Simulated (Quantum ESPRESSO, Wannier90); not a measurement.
# TlBr (rock salt): Wannier90 run

```xyz
2
Lattice="0.0000 3.3420 3.3420 3.3420 0.0000 3.3420 3.3420 3.3420 0.0000" Properties=species:S:1:pos:R:3 pbc="T T T"
Tl     0.0000     0.0000     0.0000
Br     3.3420     3.3420     3.3420
```

Materials Project entry mp-568560; symmetrised, unrelaxed at this level. Not found in the COD (Crystallography Open Database) copy used, which has the formula in other groups; not checked further. Method: PBEsol plane waves in Quantum ESPRESSO 7.5 (PseudoDojo norm-conserving files, 50 Ry, spinors with spin-orbit coupling), Bloch states on a 8×8×8 mesh through Γ, Wannier90 4.0.1. Density: 8×8×8 mesh, cold smearing 0.01 Ry.

The plane-wave run has 40 bands and 20 electrons a cell. On the energy scale of pw.x, whose zero is arbitrary, the valence-band maximum lies at 3.70 eV.

Isolated groups of bands, relative to the valence-band maximum (bands from 21 on overlap up to the last one computed):

```csv
bands,from (eV),to (eV),filling,weight on atomic waves
1–2,-13.83,-13.68,filled,"Br 4s 91 %, Tl 6p 8 %"
3–6,-11.25,-11.18,filled,Tl 5d 100 %
7–12,-9.09,-8.97,filled,Tl 5d 100 %
13–14,-5.17,-3.91,filled,"Tl 6s 72 %, Br 4p 23 %"
15–20,-3.05,0.00,filled,"Br 4p 80 %, Tl 6p 10 %, Tl 6s 8 %"
```

Input w.win, without the blocks of cell, atoms and k-points (512 lines):

```
num_bands = 30
num_wann = 16
exclude_bands = 3-12
spinors = true
num_iter = 800
conv_tol = 1.0e-6
conv_window = 4
dis_num_iter = 1000
dis_conv_tol = 1.0e-6
dis_froz_max = 11.01
write_hr = true
write_u_matrices = true
begin projections
f=0.00673,0.00320,0.00274: s;p
f=0.49751,0.51076,0.50168: s;p
end projections
mp_grid = 8 8 8
```

wannier90.x stops with:
```
dis_windows: More states in the frozen window than target WFs
```
At some k-point more bands lie below dis_froz_max than there are Wannier functions, and every frozen state has to fit into the subspace. Mended as below, all else unchanged, the run goes through (Ω_I = 24.3 Å²) and follows the plane-wave bands to 1.4 meV rms (states up to 2.8 eV relative to the valence-band maximum).
```
dis_froz_max = 7.01
```
